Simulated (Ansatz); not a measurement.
Al$_{3}$Pd$_{2}$ (La2O3 or Ni2Al3 type, space group No. 164), the program Ansatz at the LDA level (PAW), all energies at zero smearing, with the estimated change up to a 700 eV cutoff added, with one set of potentials and settings (totals compare only within such a set). Cell of 5 atoms (3 Al, 2 Pd): -15231.930 eV.

```
element             reference phase  E (eV/atom)
-------  --------------------------  -----------
Al       Fm-3m, 1 atoms in the cell    -512.8755
Pd       Fm-3m, 1 atoms in the cell   -6844.5892
```

Formation energy per atom, worked out: (-15231.930 − 3×(-512.8755) − 2×(-6844.5892))/5 = -0.825 eV/atom (-80 kJ per mol of atoms), at 0 K, without zero-point energy or fitted corrections.

Space group P-3m1 (La2O3 or Ni2Al3 type). The workflow started from a Materials Project entry (that database holds measured and hypothetical structures alike); the Crystallography Open Database copy checked does not list it. Whether it is the stable phase at ambient conditions was not checked. The cell was relaxed with LDA under the symmetry of its start; its stability against distortions is not shown here. No spin polarisation was allowed. The references are the lowest solids computed at this level, not always the standard phases.

Potentials: the later of the program's two PAW sets.
